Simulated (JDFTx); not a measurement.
An input for a modified build of JDFTx (TiAl3(101), linear PCM (GLSSA13), water, 0.5 M KCl; bohr, hartree) and the course of its log:

```
lattice \
  7.2229300908 -3.6114650454 0.0000000000 \
  0.0000000000 8.8588574931 0.0000000000 \
  0.0000000000 0.0000000000 43.4637008664
coords-type Lattice
ion Al 0.9202596922 0.8405193841 -0.1177888456 0
ion Al 0.2169872607 0.4339745212 -0.0758734120 0
ion Al 0.5085353840 0.0170707677 -0.0379367060 0
ion Al 0.0916316300 0.1832632597 0.0379367060 0
ion Al 0.3831797532 0.7663595062 0.0758734120 0
ion Al 0.6799073218 0.3598146432 0.1177888456 0
ion Ti 0.6292374102 0.2584748201 -0.1478692800 0
ion Ti 0.8000835070 0.6001670137 0.0000000000 0
ion Ti 0.9709296038 0.9418592072 0.1478692800 0
ion-species pseudo/al_pbe_v1.upf
ion-species pseudo/ti_pbe_v1.4.upf
elec-cutoff 20 100
elec-ex-corr gga-PBE
coulomb-interaction Slab 001
coulomb-truncation-embed 0 0 0
kpoint-folding 6 6 1
elec-smearing Fermi 0.01
elec-n-bands 41
electronic-scf nIterations 100 energyDiffThreshold 1e-08
fluid LinearPCM
pcm-variant GLSSA13
fluid-solvent H2O
fluid-cation K+ 0.5
fluid-anion Cl- 0.5
fluid-minimize nIterations 400 knormThreshold 1e-11
wavefunction read vac.wfns
elec-initial-eigenvals vac.eigenvals
dump-name f0.$VAR
dump End State Ecomponents EigStats BandEigs Forces ElecDensity IonicPositions Fillings Kpoints Dtot FluidDebug BoundCharge FluidDensity
```

```
[one cycle in 5 is shown, and the last three; fluid-solver lines are left out]
	FillingsUpdate:  mu: -0.104016478  nElectrons: 54.000000
SCF: Cycle:  0   F: -187.539617650694737   dF: +6.968e-03   |Residual|: 4.343e-02   |deigs|: 1.270e-03
	FillingsUpdate:  mu: -0.064817678  nElectrons: 54.000000
SCF: Cycle:  5   F: -187.567497385123545   dF: -4.370e-03   |Residual|: 1.661e-02   |deigs|: 7.423e-03
	FillingsUpdate:  mu: -0.044624835  nElectrons: 54.000000
SCF: Cycle: 10   F: -187.573126212550079   dF: -8.049e-04   |Residual|: 1.982e-02   |deigs|: 3.755e-03
	FillingsUpdate:  mu: -0.049258824  nElectrons: 54.000000
SCF: Cycle: 15   F: -187.573610042810060   dF: +4.533e-04   |Residual|: 1.515e-02   |deigs|: 4.402e-03
	FillingsUpdate:  mu: -0.048356966  nElectrons: 54.000000
SCF: Cycle: 20   F: -187.574563165502440   dF: +1.783e-04   |Residual|: 4.238e-03   |deigs|: 8.831e-04
	FillingsUpdate:  mu: -0.049141518  nElectrons: 54.000000
SCF: Cycle: 25   F: -187.574565849288035   dF: -1.672e-04   |Residual|: 7.683e-03   |deigs|: 1.093e-03
	FillingsUpdate:  mu: -0.048396836  nElectrons: 54.000000
SCF: Cycle: 30   F: -187.574697266834562   dF: +1.844e-04   |Residual|: 5.678e-03   |deigs|: 6.635e-04
	FillingsUpdate:  mu: -0.047618455  nElectrons: 54.000000
SCF: Cycle: 35   F: -187.575219867423527   dF: -3.185e-04   |Residual|: 5.343e-03   |deigs|: 8.143e-04
	FillingsUpdate:  mu: -0.044427513  nElectrons: 54.000000
SCF: Cycle: 40   F: -187.574589527671776   dF: +4.694e-05   |Residual|: 5.124e-03   |deigs|: 5.245e-04
	FillingsUpdate:  mu: -0.047537199  nElectrons: 54.000000
SCF: Cycle: 45   F: -187.575364091938894   dF: +4.039e-04   |Residual|: 4.294e-03   |deigs|: 4.311e-03
	FillingsUpdate:  mu: -0.048844834  nElectrons: 54.000000
SCF: Cycle: 50   F: -187.575446431718689   dF: -6.973e-04   |Residual|: 4.364e-03   |deigs|: 6.965e-03
	FillingsUpdate:  mu: -0.039092932  nElectrons: 54.000000
SCF: Cycle: 55   F: -187.574356854677944   dF: -1.851e-04   |Residual|: 5.147e-03   |deigs|: 1.382e-03
	FillingsUpdate:  mu: -0.045813239  nElectrons: 54.000000
SCF: Cycle: 60   F: -187.575161328078678   dF: +1.178e-04   |Residual|: 2.344e-03   |deigs|: 1.126e-03
	FillingsUpdate:  mu: -0.049752769  nElectrons: 54.000000
SCF: Cycle: 65   F: -187.575519788544710   dF: -3.034e-04   |Residual|: 3.198e-03   |deigs|: 3.678e-03
	FillingsUpdate:  mu: -0.043374621  nElectrons: 54.000000
SCF: Cycle: 70   F: -187.574901913495182   dF: +7.140e-04   |Residual|: 2.377e-03   |deigs|: 8.106e-03
	FillingsUpdate:  mu: -0.059448632  nElectrons: 54.000000
SCF: Cycle: 75   F: -187.576567998353056   dF: -2.029e-04   |Residual|: 4.984e-03   |deigs|: 1.177e-03
	FillingsUpdate:  mu: -0.048953687  nElectrons: 54.000000
SCF: Cycle: 80   F: -187.575392542690224   dF: -3.655e-04   |Residual|: 4.227e-03   |deigs|: 4.271e-03
	FillingsUpdate:  mu: -0.064522160  nElectrons: 54.000000
SCF: Cycle: 85   F: -187.577005754897527   dF: +2.135e-04   |Residual|: 3.772e-03   |deigs|: 2.882e-04
	FillingsUpdate:  mu: -0.041021001  nElectrons: 54.000000
SCF: Cycle: 90   F: -187.574585916368335   dF: +2.567e-03   |Residual|: 4.715e-03   |deigs|: 2.378e-02
	FillingsUpdate:  mu: -0.050278938  nElectrons: 54.000000
SCF: Cycle: 95   F: -187.575328026468441   dF: +7.777e-04   |Residual|: 3.446e-03   |deigs|: 4.603e-03
	FillingsUpdate:  mu: -0.056009981  nElectrons: 54.000000
SCF: Cycle: 97   F: -187.576055595491454   dF: -5.494e-03   |Residual|: 4.329e-03   |deigs|: 2.389e-02
	FillingsUpdate:  mu: -0.057353956  nElectrons: 54.000000
SCF: Cycle: 98   F: -187.576416985989397   dF: -3.614e-04   |Residual|: 4.945e-03   |deigs|: 1.445e-03
	FillingsUpdate:  mu: -0.059184101  nElectrons: 54.000000
SCF: Cycle: 99   F: -187.576681237200773   dF: -2.643e-04   |Residual|: 8.175e-03   |deigs|: 1.983e-03
SCF: None of the convergence criteria satisfied after 100 iterations.
IonicMinimize: Iter:   0  F: -187.576681237200773  |grad|_K:  0.000e+00
IonicMinimize: Converged (|grad|_K<1.000000e-04).
```

This run gave no converged result. The electronic loop ended without meeting its threshold, so the last energy, levels and forces aren't results.
